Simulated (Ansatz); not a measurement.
A distorted cell of Pb (hcp, Mg type):

```yaml
crystal:
  lattice:
    - [3.50883, 0.00000, 0.00000]
    - [-1.75441, 3.03873, 0.00000]
    - [0.00000, 0.00000, 5.79453]
  atoms:
    - { symbol: Pb, position: [0.33333, 0.66667, 0.25000] }
    - { symbol: Pb, position: [0.66667, 0.33333, 0.75000] }
```

The numbers are results of r2SCAN+rVV10 (plane waves to 500 eV, PAW, scalar-relativistic; Ansatz, an electronic-structure program), not measurements. k mesh 15×15×8 (Γ-centred), Fermi-Dirac smearing 0.05 eV. E stands for the smeared free energy. Stress and pressure are positive under compression. Pb was relaxed with its symmetry unable to fall. Spin-orbit coupling is left out, though Pb is heavy. This is one of several known forms of Pb; the measured ambient cells at hand have space group No. 225.

Problem. What is the stress tensor (GPa)?

Solution. 
```
   -0.9      0.0      0.0
    0.0     -0.9      0.0
    0.0      0.0     -0.9
```
The pressure, a third of the trace, is -0.9 GPa.

Problem. It is the relaxed cell scaled evenly to V/V₀ = 1.020, atoms relaxed where free. What is its energy relative to the relaxed cell?

Solution. 2 meV/atom.

(Under strain, the slope of the energy per volume gives the stress and its curvature an elastic modulus.)
